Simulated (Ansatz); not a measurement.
**Ansatz run, K₄OF₂**

Input file of Ansatz 0.2.0:

```yaml
crystal:
  lattice:
    - [0.0, 4.88287, 0.0]
    - [4.88287, 0.0, 0.0]
    - [2.441435, 2.441435, -7.842488]
  atoms:
    - { symbol: K, position: [0.5, 0.0, 0.0] }
    - { symbol: K, position: [0.0, 0.5, 0.0] }
    - { symbol: K, position: [0.1553, 0.1553, 0.6894] }
    - { symbol: K, position: [0.8447, 0.8447, 0.3106] }
    - { symbol: O, position: [0.0, 0.0, 0.0] }
    - { symbol: F, position: [0.3539, 0.3539, 0.2922] }
    - { symbol: F, position: [0.6461, 0.6461, 0.7078] }
  symmetry: { tolerance: 0.0003 }
kpoints:
  mp_grid: { grid: [6, 6, 6], shift: [0, 0, 0] }
  band_path:
    path:
      - [0.0, 0.0, 0.0]
      - [0.5, 0.5, 0.5]
      - [0.5, 0.5, 0.25]
      - [0.0, 0.5, 0.0]
      - [0.0, 0.0, 0.0]
      - [0.0, 0.0, -0.5]
      - [0.0, 0.45154344, -0.27422828]
      - [0.0, 0.54845656, 0.27422828]
      - [0.0, 0.0, 0.0]
      - [0.5, 0.5, 0.5]
      - [0.45154344, 0.54845656, 0.5]
    npoints: 6
magnetization:
  spin_polarized: false
scf:
  occupations: { method: methfessel_paxton, width: 0.0946 }
  lower_state_search: "off"
  max_iter: 200
hamiltonian:
  pseudopotentials: { kind: paw }
  xc: r2scan
basis:
  ecutwfc: 500
  fft_grid_basis: typed
output:
  forces: true
  stress: true
  eigenvalues: true
  bader: true
  populations: true
  elf: true
  write_potential: true
  volumetric_format: npy
  dos:
    e_range: [-12, 8]
    de: 0.05
    projected: { site_lists: { F: [F], K: [K], O: [O] } }
checkpoint:
  read: saved_state
```

The run starts from an earlier solution of this cell. 

Parts of the output:

```
Pseudopotentials: kind: paw
Pseudopotential: K, paw, valence charge 9, recommended cutoff 500 eV (meta_gga), K.paw.azcp
Pseudopotential: O, paw, valence charge 6, recommended cutoff 500 eV (meta_gga), O.paw.azcp
Pseudopotential: F, paw, valence charge 7, recommended cutoff 500 eV (meta_gga), F.paw.azcp
Functional definition: r2SCAN
  exchange = r2scan_x(k0 = k0, k1 = k1, a1 = a1)
  correlation = r2scan_c
Crystal: 7 atoms, lattice volume = 186.984 Å³
Basis set: ecut = 500 eV, 4717 PW (Γ), exchange–correlation on 144×144×256 points (64 copies of the dense FFT grid, shifted against one another)
Bands: 35, of which v1, the nominal top of the filled ones, is band 28 counted from 1 (27 counted from 0)
Symmetry: 16 space group operations
Space group: I4/mmm (ITA 139), of the structure as read, at distance tolerance 1.7e-3 Å
k-points: 30 of 216
Initial density: read from a saved state, or passed on in memory by an earlier SCF of this step, an earlier step, the calling program or the single point that the run made first
Functional: x = r2scan, c = r2scan; τ floored in thin density (d = 2e-4 eV/Å³)
Free energy (F): -8362.7867 eV
Harris-Foulkes:  -8362.7867 eV  (|F-HF|=4.72e-7)
Internal energy: -8362.7867 eV  (E = F + TS)
E sigma→0 (E₀):  -8362.7867 eV
Fermi energy:    3.9454 eV
--- Per-component energies (eV) ---
  E_band       = -578.6515
  E_kinetic    = 1611.8366
  E_local      = -4576.4368  (includes V_loc(G=0)·N_el)
  E_nonlocal   = 243.3282
  E_hartree    = 1718.6388
  E_xc         = -771.2130
  E_vxc        = -1091.3175  (∫ρ·V_xc dr)
  E_paw        = -3716.1946  (= ΣΔE_a)
  E_vpaw       = -274.6123  (= ΣTr[D̂ρ^β])
  E_aug_tail   = 0.0031  (compensation charges beyond the density's cutoff)
  E_vtau       = 71.2693  (kinetic-family band-sum trace: ∫τ·v_τ [+ j·A + Jᵃ·Aᵃ] dr)
  E_ewald      = -2871.8694
  E_core_change = -0.8795  (= ΣΔE_core)
  E_smearing   = 0.0000  (= −TS)
--- Forces (eV/Å), atoms counted from 1 ---
  atom   1  K      0.0000     0.0000     0.0000
  atom   2  K      0.0000     0.0000     0.0000
  atom   3  K      0.0000     0.0000     0.8502
  atom   4  K      0.0000     0.0000    -0.8502
  atom   5  O      0.0000     0.0000     0.0000
  atom   6  F      0.0000     0.0000     0.1411
  atom   7  F      0.0000     0.0000    -0.1411
--- Stress (GPa, compression-positive) ---
        0.3962       0.0000       0.0000
        0.0000       0.3962       0.0000
        0.0000       0.0000      -1.2877
  P = ⅓ Tr σ = -0.1651 GPa (-1.651 kbar)
--- Löwdin populations: 7 sites ---
  site symbol       q [e]
     0      K      8.1437
     1      K      8.1437
     2      K      8.1309
     3      K      8.1309
     4      O      7.4395
     5      F      7.7876
     6      F      7.7876
  spilling = 0.0078 (of n_electrons = 56.0000)
--- Bader charges: 7 sites ---
  site symbol  charge [e]  shift [e]
     0      K      0.8117     0.0002
     1      K      0.8117     0.0002
     2      K      0.8592     0.0001
     3      K      0.8592     0.0001
     4      O     -1.4993     0.0006
     5      F     -0.9213     0.0000
     6      F     -0.9213     0.0000
```

Origin: a known structure type with other elements, at an estimated volume, so it need not be a known compound.
